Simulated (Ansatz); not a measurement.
Tl:
```
Tl
1.0
   -1.96006     1.96006     1.96006
    1.96006    -1.96006     1.96006
    1.96006     1.96006    -1.96006
Tl
1
Cartesian
  0.00000   0.00000   0.00000
```

Relaxed with r²SCAN. Special points in fractions of this cell's reciprocal vectors: Γ (0.000, 0.000, 0.000); H (0.500, -0.500, 0.500); N (0.000, 0.000, 0.500); P (0.250, 0.250, 0.250).

Q: List the band energies nearest the Fermi level at these points for the program Ansatz at the r²SCAN with spin–orbit coupling level (PAW).

A: In eV from the Fermi level; about four levels below and three above (degenerate sets whole), none deeper than 8.9 eV; points with the same levels are listed once.

```
k                    below                              above
-  -----------------------  ---------------------------------
Γ                        –  8.25 8.25 11.66 11.66 11.66 11.66
H              -1.85 -1.85      0.35 0.35 2.10 2.10 2.10 2.10
N  -5.13 -5.13 -2.55 -2.55                5.50 5.50 7.58 7.58
P              -4.38 -4.38      0.12 0.12 1.32 1.32 1.32 1.32
```

Space group Im-3m (bcc (W type)). This is a known high-temperature phase of the composition, computed here at zero pressure and temperature. The r²SCAN relaxation kept the symmetry of its start; whether a distortion lowers the energy is not shown.

Potentials: the later of the program's two PAW sets.
